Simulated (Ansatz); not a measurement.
IrO2:
```cif
data_Ir2O4
_chemical_formula_sum 'Ir2 O4'
_space_group_name_H-M_alt 'P 1'
_space_group_IT_number 1
_cell_length_a 4.43283
_cell_length_b 4.43283
_cell_length_c 3.13663
_cell_angle_alpha 90.000
_cell_angle_beta 90.000
_cell_angle_gamma 90.000
loop_
_space_group_symop_operation_xyz
  'x, y, z'
loop_
_atom_site_label
_atom_site_type_symbol
_atom_site_fract_x
_atom_site_fract_y
_atom_site_fract_z
_atom_site_occupancy
Ir1 Ir 0.00000 0.00000 0.00000 1
Ir2 Ir 0.50000 0.50000 0.50000 1
O1 O 0.30914 0.30914 0.00000 1
O2 O 0.80914 0.19086 0.50000 1
O3 O 0.19086 0.80914 0.50000 1
O4 O 0.69086 0.69086 0.00000 1
```

Relaxed with LDA.

### Question
Decompose the optical modes at the zone centre into irreducible representations, and say which are infrared and Raman allowed.

### Answer
Point group 4/mmm: Γ_opt = A1g + A2g + A2u + B1g + 2B1u + B2g + Eg + 3Eu. Infrared: A2u, Eu. Raman: A1g, B1g, B2g, Eg.

### Question
Assign frequencies (DFPT, LDA (plane waves, PAW; program Ansatz)).

### Answer
B1g 175, B1u 190, Eu 244, A2g 372, Eu 384, Eg 587, A2u 717, B1u 730, B2g 763, A1g 774, Eu 774 cm⁻¹.

Subscripts of B labels follow the axes of the standard setting.

Space group P4_2/mnm (rutile). The cell was relaxed with LDA under the symmetry of its start; of distortions, only those at the zone centre were tested. The run is not spin-polarised. The volume moved by -18 % from the start of the relaxation. As this level gives no gap, phonon frequencies hold no LO–TO term and depend on the k-mesh and smearing (Fermi–Dirac, 0.1 eV here). Scalar-relativistic: spin–orbit coupling is off unless named, which matters more the heavier the elements.

Potentials: the later of the program's two PAW sets.
